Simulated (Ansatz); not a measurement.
Ca2C built on the antifluorite prototype, relaxed with r2SCAN: 7 runs in Ansatz, each a construction of maximally localised Wannier functions. Space group Fm-3m (No. 225), cubic; conventional cell a = 6.257 Å, 20.42 Å³ an atom. C is surrounded by 8 Ca at 2.71 Å; Ca is surrounded by 4 C at 2.71 Å. (Calculated; spin-unpolarised; the phase may be known or hypothetical.)

```
C Ca
1.0
     0.00000    3.12858    3.12858
     3.12858    0.00000    3.12858
     3.12858    3.12858    0.00000
C Ca
1 2
Direct
  0.00000 0.00000 0.00000
  0.25000 0.25000 0.25000
  0.75000 0.75000 0.75000
```

Windows count from the top of the filled bands; a dash means that no such window was set (without an outer window there is no disentanglement). Rows marked drawn have settings drawn at random (some not listed).

| functional | SCF mesh | trial orbitals | functions | mesh | window (eV) | frozen (eV) | settings | Ω total (Å²) | Ω invariant (Å²) | largest spread (Å²) | least projectability | interpolation miss of the model's filled bands (eV, to the nearest computed level) |
| --- | --- | --- | --- | --- | --- | --- | --- | --- | --- | --- | --- | --- |
| PBE | 6×6×6 | C s, C p | 4 | 4×4×4 | – | – | chosen | 8.96 | 7.70 | 2.24 | 0.69 | 0.074 |
| PBE | 6×6×6 | C s, C p | 4 | 6×6×6 | – | – | chosen | 9.79 | 8.48 | 2.45 | 0.67 | 0.023 |
| PBE | 6×6×6 | C p | 3 | 4×4×4 | – | – | drawn | 8.61 | 8.38 | 2.87 | 0.67 | 0.073 |
| r2SCAN | 6×6×6 | C s, C p | 4 | 4×4×4 | – | – | chosen | 8.60 | 7.38 | 2.15 | 0.71 | 0.062 |
| HSE06 | 4×4×4 | C s, C p | 4 | 4×4×4 | – | – | chosen | 8.39 | 7.17 | 2.10 | 0.72 | – |
| PBE | 6×6×6 | C s, C p (plain search) | 4 | 4×4×4 | – | – | drawn | 9.93 | 7.70 | 2.89 | 0.69 | 0.076 |

Question: Estimate from these rows what the further settings give.
```json
{"functional": "r2SCAN", "SCF mesh": "6×6×6", "trial orbitals": "C p", "functions": "3", "mesh": "4×4×4", "window (eV)": "–", "frozen (eV)": "–", "settings": "chosen"}
```

Answer:
```tsv
functional	SCF mesh	trial orbitals	functions	mesh	window (eV)	frozen (eV)	settings	Ω total (Å²)	Ω invariant (Å²)	largest spread (Å²)	least projectability	interpolation miss of the model's filled bands (eV, to the nearest computed level)
r2SCAN	6×6×6	C p	3	4×4×4	–	–	chosen	8.26	8.07	2.75	0.69	0.061
```

A dash in the last column means that the miss wasn't evaluated.

For C s, C p with PBE the spread goes 8.96 Å² (4×4×4), 9.79 Å² (6×6×6).
